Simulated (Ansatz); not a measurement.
Given:

CuPt:
```xyz
2
Lattice="1.3569 0.7834 4.2669 -1.3569 0.7834 4.2669 0.0000 -1.5668 4.2669" Properties=species:S:1:pos:R:3 pbc="T T T"
Cu     0.0000     0.0000     0.0000
Pt     0.0000     0.0000     6.4004
```

This is the r²SCAN-relaxed structure.

Problem. All from r²SCAN (plane waves, PAW; program Ansatz), unless another level is named. Give the density of states at the Fermi level.

Solution. 0.37 states/eV per atom (mean over ±0.08 eV).

Problem. What about the formation energy from the elements (no fitted shifts)?

Solution. -18 kJ/mol of atoms.

Problem. And the gap with spin–orbit coupling?

Solution. none (metallic).

Space group R-3m. The first step of the workflow began from a Materials Project structure, measured or hypothetical; the Crystallography Open Database copy checked does not list it. With Cu and Pt taken as one species the cell has the higher symmetry Fm-3m, so it may be an ordered model of a mixed-site phase. Its standing as an ambient phase is unchecked. The r²SCAN relaxation kept the symmetry of its start; of distortions, only those at the zone centre were tested. The run is not spin-polarised. The references are the lowest solids computed at this level, not always the standard phases. Scalar-relativistic: spin–orbit coupling is off unless named, which matters more the heavier the elements.

Potentials: the later of the program's two PAW sets.
